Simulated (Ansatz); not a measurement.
Ca2C built on the antifluorite prototype, relaxed with r2SCAN in the PAW code Ansatz. Space group Fm-3m (No. 225), cubic; conventional cell a = 6.257 Å, 20.42 Å³ an atom. C has 8 Ca at 2.71 Å; Ca has 4 C at 2.71 Å.

The axes x, y and z are those of this cell:
```xyz
3
Lattice="0.0000 3.1286 3.1286 3.1286 0.0000 3.1286 3.1286 3.1286 0.0000" Properties=species:S:1:pos:R:3 pbc="T T T"
C     0.0000    0.0000    0.0000
Ca    1.5643    1.5643    1.5643
Ca    4.6929    4.6929    4.6929
```

Unstrained: The r2SCAN gap is direct at X: 0.413 eV. HSE06 gives a direct gap of 0.825 eV at X. Meshes: r2SCAN 8×8×8, HSE06 6×6×6. Strains are changes of length per length. After each strain the atoms were relaxed again with r2SCAN within the symmetry that the strain leaves, so tilts or polar shifts that break it weren't tested; points keep the names that they have in the unstrained zone. The cell comes from a prototype generator: it can be a known phase or a hypothetical one. Spin polarisation is off.

**Question.** Estimate what epitaxial -2.83 % in the xy plane, free normal strain +0.44 % does to the gap.

**Answer.** r2SCAN: the gap goes from 0.413 to 0.170 eV (-0.243 eV). HSE06: the gap goes from 0.825 to 0.576 eV (-0.249 eV). The r2SCAN energy rises by 17.1 meV an atom.

**Question.** One strain changed the r2SCAN stress by xx -3.23, yy -3.23, zz -0.28 GPa (compression positive) and the gap by -0.024 eV (r2SCAN), -0.040 eV (HSE06). Which kind of strain was it, and roughly how large?

**Answer.** Biaxial +2.13 % in x and y, z held. The pattern of the stress gives the kind; the size needs the stiffness, so it is an estimate.

**Question.** Estimate what epitaxial +4.28 % in the plane normal to [111], free normal strain -3.99 % does to the gap.

**Answer.** r2SCAN: the gap goes from 0.413 to 0.374 eV (-0.039 eV). HSE06: the gap goes from 0.825 to 0.774 eV (-0.051 eV). The r2SCAN energy rises by 17.0 meV an atom.

The meshes of the hybrids are coarse, so their gaps aren't converged to the digits shown.
